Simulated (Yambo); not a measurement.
Yambo input for CsBr (CsCl type, space group Pm-3m, No. 221) under isotropic strain of +1 % on all lattice vectors (a = b = c = 4.282 Å, α = β = γ = 90.00°), on norm-conserving PBEsol (Quantum ESPRESSO, 50 Ry, without SOC) wavefunctions on a 10×10×10 mesh:

```
optics
chi
dipoles
kernel
FFTGvecs= 40 Ry
Chimod= "HARTREE"
NGsBlkXd= 4 Ry
% QpntsRXd
 1 | 1 |
%
% BndsRnXd
 1 | 52 |
%
GrFnTpXd= "R"
% EnRngeXd
 0.0 | 20.0 | eV
%
% DmRngeXd
 0.2 | 0.2 | eV
%
CGrdSpXd= 50
ETStpsXd= 161
% LongDrXd
 1.0 | 0.0 | 0.0 |
%
% XfnQP_E
 2.358 | 1.0 | 1.0 |
%
```

First lines of the file o-*.eps_q1_inv_rpa_dyson:

```
Absorption @ Q(1):   1.00000000     0.00000000     0.00000000    [q->0 direction]
#
# [ X ] Hartree size     :   93
# [GEN] GF Energies     : Perdew, Burke & Ernzerhof SOL(X)+Perdew, Burke & Ernzerhof SOL(C)+ user defined corrections @E
# [GEN] Green`s Function     : Retarded
#
# [GEN] Gauge     : Length
# [GEN] [r,Vnl] included     : yes
#
#    E[1] [eV]     Im(eps)     Re(eps)     Im(eps_o)     Re(eps_o)
#
     0.000000     -0.28588E-09     2.541664     0.76162E-18     2.941287
     0.125000     0.609832E-3     2.541855     0.809621E-3     2.941540
     0.250000     0.001221     2.542426     0.001621     2.942298
     0.375000     0.001834     2.543379     0.002435     2.943563
     0.500000     0.002452     2.544715     0.003255     2.945338
     0.625000     0.003074     2.546439     0.004081     2.947626
     0.750000     0.003702     2.548552     0.004915     2.950432
     0.875000     0.004338     2.551060     0.005760     2.953762
     1.000000     0.004983     2.553967     0.006617     2.957622
     1.125000     0.005638     2.557279     0.007487     2.962020
     1.250000     0.006305     2.561004     0.008373     2.966967
     1.375000     0.006985     2.565149     0.009278     2.972471
     1.500000     0.007681     2.569723     0.010202     2.978546
     1.625000     0.008393     2.574736     0.011149     2.985205
     1.750000     0.009124     2.580198     0.012121     2.992461
     1.875000     0.009876     2.586123     0.013121     3.000333
     2.000000     0.010650     2.592524     0.014152     3.008837
     2.125000     0.011450     2.599415     0.015216     3.017993
     2.250000     0.012277     2.606813     0.016317     3.027825
     2.375000     0.013135     2.614735     0.017459     3.038355
     2.500000     0.014025     2.623202     0.018646     3.049610
     2.625000     0.014953     2.632236     0.019881     3.061620
     2.750000     0.015920     2.641859     0.021171     3.074416
     2.875000     0.016931     2.652098     0.022519     3.088033
     3.000000     0.017991     2.662981     0.023933     3.102509
     3.125000     0.019103     2.674541     0.025417     3.117887
     3.250000     0.020274     2.686810     0.026980     3.134213
     3.375000     0.021509     2.699828     0.028630     3.151538
     3.500000     0.022816     2.713635     0.030375     3.169918
     3.625000     0.024201     2.728279     0.032227     3.189416
     3.750000     0.025673     2.743811     0.034195     3.210100
     3.875000     0.027243     2.760287     0.036295     3.232047
     4.000000     0.028921     2.777771     0.038540     3.255343
```
(The file goes on to the top of the energy range.) Convergence of the RPA response with its 10×10×10 mesh was not tested. The scissor comes from a G0W0 run whose convergence isn't established.

Geometry strained from the cell relaxed with PBEsol, atoms relaxed again.
